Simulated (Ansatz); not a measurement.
Given:

Sr2TaNO3:
```cif
data_N2O6Sr4Ta2
_chemical_formula_sum 'Sr4 Ta2 N2 O6'
_space_group_name_H-M_alt 'Immm'
_space_group_IT_number 71
_space_group_name_Hall '-I 2 2'
_cell_length_a 3.99144
_cell_length_b 4.05014
_cell_length_c 12.55116
_cell_angle_alpha 90.000
_cell_angle_beta 90.000
_cell_angle_gamma 90.000
loop_
_space_group_symop_operation_xyz
  'x, y, z'
  '-x, -y, -z'
  '-x, -y, z'
  'x, y, -z'
  'x, -y, -z'
  '-x, y, z'
  '-x, y, -z'
  'x, -y, z'
  'x+1/2, y+1/2, z+1/2'
  '-x+1/2, -y+1/2, -z+1/2'
  '-x+1/2, -y+1/2, z+1/2'
  'x+1/2, y+1/2, -z+1/2'
  'x+1/2, -y+1/2, -z+1/2'
  '-x+1/2, y+1/2, z+1/2'
  '-x+1/2, y+1/2, -z+1/2'
  'x+1/2, -y+1/2, z+1/2'
loop_
_atom_site_label
_atom_site_type_symbol
_atom_site_symmetry_multiplicity
_atom_site_Wyckoff_symbol
_atom_site_fract_x
_atom_site_fract_y
_atom_site_fract_z
_atom_site_occupancy
Sr1 Sr 4 i 0.00000 0.00000 0.35524 1
Ta1 Ta 2 a 0.00000 0.00000 0.00000 1
N1 N 2 d 0.00000 0.50000 0.00000 1
O1 O 4 i 0.00000 0.00000 0.16144 1
O2 O 2 b 0.50000 0.00000 0.00000 1
```
(The calculation used a cell of 7 atoms; values per cell refer to that cell.)

This is the PBEsol-relaxed structure.

All from the program Ansatz at the PBEsol level (PAW), unless another level is named. Give the hole effective mass.

0.15, 0.52, 4.7 mₑ (principal values).

Predict the gap with spin–orbit coupling.

0.57 eV.

Predict the band gap.

0.59 eV (direct).

The workflow started from a Materials Project entry (that database holds measured and hypothetical structures alike); the Crystallography Open Database copy checked does not list it. With N and O taken as one species the cell has the higher symmetry I4/mmm, so it may be an ordered model of a mixed-site phase. Its standing as an ambient phase is unchecked. The cell was relaxed with PBEsol under the symmetry of its start. At this level the phase is dynamically unstable (imaginary phonons). No spin polarisation was allowed. Scalar-relativistic: spin–orbit coupling is off unless named, which matters more the heavier the elements.

Potentials: the later of the program's two PAW sets.
